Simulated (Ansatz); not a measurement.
## AsSe2: computed properties

Level of theory: DFT PBE, scalar-relativistic, plane waves, PAW in Ansatz.

Settings: cutoff 420 eV, Γ-centred mesh 12×12×8 on the computed 3-atom cell, Gaussian smearing of 0.10 eV; no spin polarisation.

The structure is relaxed at this level of theory with its symmetry kept, and needn't be the ground state of this composition.

```xyz
3
Lattice="3.6480 0.0000 0.0000 -1.8240 3.1592 0.0000 0.0000 0.0000 6.5769" Properties=species:S:1:pos:R:3 pbc="T T T"
As    0.0000    0.0000    0.0000
Se    1.8240    1.0531    1.5764
Se    0.0000    2.1062    5.0005
```

- Space group: P-3m1 (No. 164)
- Volume per atom: 25.27 Å³
- Formation energy from the elements' standard states (uncorrected): 0.000 eV/atom
- Kohn–Sham band gap: none (metal)
- Density of states at the Fermi level: 1.8 states/eV per cell
- Orbital (Löwdin) character within 0.5 eV of the Fermi level: Se 4p 84 %, As 4s 12 %
- Bader charge by site (e): As (1 in the cell) 0.61, Se (2 in the cell) -0.30

The cell holds layers, chains or molecules and no dispersion correction was added, so their binding is poorly described.

The cell was found from a structure generator's guess, not taken from experiment. Löwdin shares on free-atom orbitals overweight diffuse shells.
